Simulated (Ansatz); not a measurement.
Computed energy over volume and axial ratio: CsPbBr3 (cubic perovskite)

CsPbBr$_{3}$ (cubic perovskite)

```
CELL_PARAMETERS angstrom
      6.00308     0.00000     0.00000
      0.00000     6.00308     0.00000
      0.00000     0.00000     6.00308
ATOMIC_POSITIONS crystal
  Cs 0.00000 0.00000 0.00000
  Pb 0.50000 0.50000 0.50000
  Br 0.00000 0.50000 0.50000
  Br 0.50000 0.50000 0.00000
  Br 0.50000 0.00000 0.50000
```

The relaxed cell is deformed in two ways at once: its volume V is scaled, and at that volume it is stretched along z (the c axis of the conventional cell) so that c/a changes. Fractional atomic positions are held.

All values below come from PBE (plane waves to 420 eV, PAW, scalar-relativistic; Ansatz, a quantum-chemistry and plane-wave program). k mesh 6×6×6 (Γ-centred), Fermi-Dirac smearing 0.05 eV. E stands for the smeared free energy. Compression counts positive. CsPbBr3 was relaxed with its symmetry unable to fall. Spin-orbit coupling is left out, though Pb is heavy. This is a high-temperature form of CsPbBr3. ΔE is measured from the relaxed starting cell.

ΔE (kJ/mol of atoms), with V/V₀ across and (c/a)/(c/a)₀ down:

```tsv
(c/a)/(c/a)₀ \ V/V₀	0.920	0.960	1.000	1.040	1.080
0.920	4.96	3.17	2.41	2.45	3.16
0.960	2.53	1.04	0.54	0.83	1.75
1.000	1.80	0.41	0.00	0.36	1.34
1.040	2.42	0.95	0.46	0.75	1.68
1.080	4.09	2.39	1.70	1.82	2.58
```

P (GPa), with V/V₀ across and (c/a)/(c/a)₀ down:

```csv
(c/a)/(c/a)₀ \ V/V₀,0.920,0.960,1.000,1.040,1.080
0.920,2.29,1.19,0.32,-0.38,-0.94
0.960,1.97,0.91,0.07,-0.60,-1.13
1.000,1.88,0.83,0.00,-0.66,-1.19
1.040,1.96,0.90,0.06,-0.61,-1.14
1.080,2.20,1.11,0.25,-0.45,-1.00
```

What the scan shows:

```
Property                                                                                            Value
-----------------------------------------------------  --------------------------------------------------
Shear modulus C′ = (C11 − C12)/2 (fit, atoms clamped)                                            17.9 GPa
Lowest place on the grid                                V/V₀ = 1.000, (c/a)/(c/a)₀ = 1.000 (0.0 meV/atom)
Highest place on the grid                              V/V₀ = 0.920, (c/a)/(c/a)₀ = 0.920 (51.4 meV/atom)
```

(Under strain, the slope of the energy per volume gives the stress and its curvature an elastic modulus.)
